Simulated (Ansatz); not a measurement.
Si3N4:
```cif
data_N8Si6
_chemical_formula_sum 'Si6 N8'
_space_group_name_H-M_alt 'P 1'
_space_group_IT_number 1
_cell_length_a 7.57356
_cell_length_b 7.57356
_cell_length_c 2.89149
_cell_angle_alpha 90.000
_cell_angle_beta 90.000
_cell_angle_gamma 120.000
loop_
_space_group_symop_operation_xyz
  'x, y, z'
loop_
_atom_site_label
_atom_site_type_symbol
_atom_site_fract_x
_atom_site_fract_y
_atom_site_fract_z
_atom_site_occupancy
Si1 Si 0.17384 0.76746 0.25000 1
Si2 Si 0.40637 0.17384 0.75000 1
Si3 Si 0.23254 0.40637 0.25000 1
Si4 Si 0.82616 0.23254 0.75000 1
Si5 Si 0.59363 0.82616 0.25000 1
Si6 Si 0.76746 0.59363 0.75000 1
N1 N 0.33333 0.66667 0.25000 1
N2 N 0.66667 0.33333 0.75000 1
N3 N 0.33013 0.02951 0.25000 1
N4 N 0.30061 0.33013 0.75000 1
N5 N 0.97049 0.30061 0.25000 1
N6 N 0.66987 0.97049 0.75000 1
N7 N 0.69939 0.66987 0.25000 1
N8 N 0.02951 0.69939 0.75000 1
```

Relaxed with LDA.

Problem. Give the optical modes at the zone centre with their infrared and Raman activity from DFPT, LDA (plane waves, PAW; program Ansatz).

Solution. Transverse frequencies, without the LO–TO term; a row sums one degenerate level.

```csv
ω (cm⁻¹),degeneracy,IR ((D/Å)²/amu),Raman (Å⁴/amu),activity
177,2,0.00,1.6,Raman
198,1,0.00,5.0,Raman
219,2,0.00,1.3,Raman
241,1,0.00,0,silent
263,1,0.00,0,silent
297,2,0.00,0,silent
358,1,8.99,0,IR
396,1,0.00,0,silent
417,2,28.45,0,IR
438,2,0.00,1.3,Raman
452,1,0.00,0,silent
548,1,0.00,0,silent
559,2,19.40,0,IR
612,2,0.00,3.4,Raman
649,1,0.00,0,silent
723,1,0.00,2.6,Raman
857,1,137.00,0,IR
867,2,0.00,8.1,Raman
871,2,0.00,0,silent
885,1,0.00,0,silent
895,2,234.82,0,IR
927,2,0.00,9.2,Raman
938,1,0.00,9.0,Raman
1027,2,9.87,0,IR
1038,2,0.00,11,Raman
1058,1,0.00,0,silent
```

Problem. How high does the top mode go among those that the LO–TO term moves?

Solution. 1135 cm⁻¹ for q along x, 1135 cm⁻¹ for q along y, 1104 cm⁻¹ for q along z.

Space group P6_3/m. The LDA relaxation kept the symmetry of its start; phonons on a q-mesh show no instability.

Potentials: the later of the program's two PAW sets.
